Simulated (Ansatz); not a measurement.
WN2:
Space group P-6m2 (No. 187); a = b = 2.8778 Å, c = 3.8672 Å, α = β = 90.00°, γ = 120.00°

| atom | site | symmetry | x | y | z |
|---|---|---|---|---|---|
| W | 1f | -6m2 | 0.6667 | 0.3333 | 0.5000 |
| N | 2g | 3m. | 0.0000 | 0.0000 | 0.1805 |

Relaxed with LDA.

Problem. Give the optical modes at the zone centre with their infrared and Raman activity from DFPT, the program Ansatz at the LDA level (PAW).

Solution. Transverse frequencies, without the LO–TO term; a row sums one degenerate level.

```json
[
 {"ω (cm⁻¹)": "572", "degeneracy": "2", "IR ((D/Å)²/amu)": "0.34", "Raman (Å⁴/amu)": "500", "activity": "IR+Raman", "symmetry": "E'"},
 {"ω (cm⁻¹)": "647", "degeneracy": "2", "IR ((D/Å)²/amu)": "0.00", "Raman (Å⁴/amu)": "2.0", "activity": "Raman", "symmetry": "E''"},
 {"ω (cm⁻¹)": "761", "degeneracy": "1", "IR ((D/Å)²/amu)": "0.16", "Raman (Å⁴/amu)": "0", "activity": "IR", "symmetry": "A2''"},
 {"ω (cm⁻¹)": "1127", "degeneracy": "1", "IR ((D/Å)²/amu)": "0.00", "Raman (Å⁴/amu)": "2700", "activity": "Raman", "symmetry": "A1'"}
]
```

The first step of the workflow began from a Materials Project structure, measured or hypothetical; the Crystallography Open Database copy checked does not list it. Its standing as an ambient phase is unchecked. The LDA relaxation kept the symmetry of its start; its stability against distortions is not shown here. No spin polarisation was allowed. Spin–orbit coupling is left out wherever it is not named.

Potentials: the later of the program's two PAW sets.
